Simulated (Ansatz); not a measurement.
BaF$_{2}$ (fluorite, Fm-3m), LDA (plane waves, PAW; program Ansatz). The conduction-band minimum lies at Γ, with 1 equivalent valley. Second derivatives d²E/dk² of the lowest band at one valley (eV·Å²), along Cartesian directions:

```tsv
direction	d²E/dk²
[100]	16.06
[010]	16.06
[001]	16.06
[110]	16.06
[101]	16.06
[011]	16.06
```

Problem. Find the principal effective masses, the density-of-states mass and the conductivity mass.

Solution. Off-diagonal terms follow from H_xy = H[110] − (H_xx + H_yy)/2, and m*/mₑ = 7.620 eV·Å² over each eigenvalue: 0.47, 0.47, 0.47. One valley's DOS mass (m₁m₂m₃)^(1/3) = 0.47, conductivity mass 3/(Σ 1/mᵢ) = 0.47 mₑ.

Problem. What effective density of states Nc follows at 300 K for parabolic valleys?

Solution. Nc = 2.509e19 × 1 × (0.47)^(3/2) ≈ 8.1e18 cm⁻³.

The LDA relaxation kept the symmetry of its start. Scalar-relativistic: spin–orbit coupling is off unless named, which matters more the heavier the elements.

Potentials: the later of the program's two PAW sets.

Edges and masses are those of Kohn–Sham bands, whose gap is no quasiparticle gap.
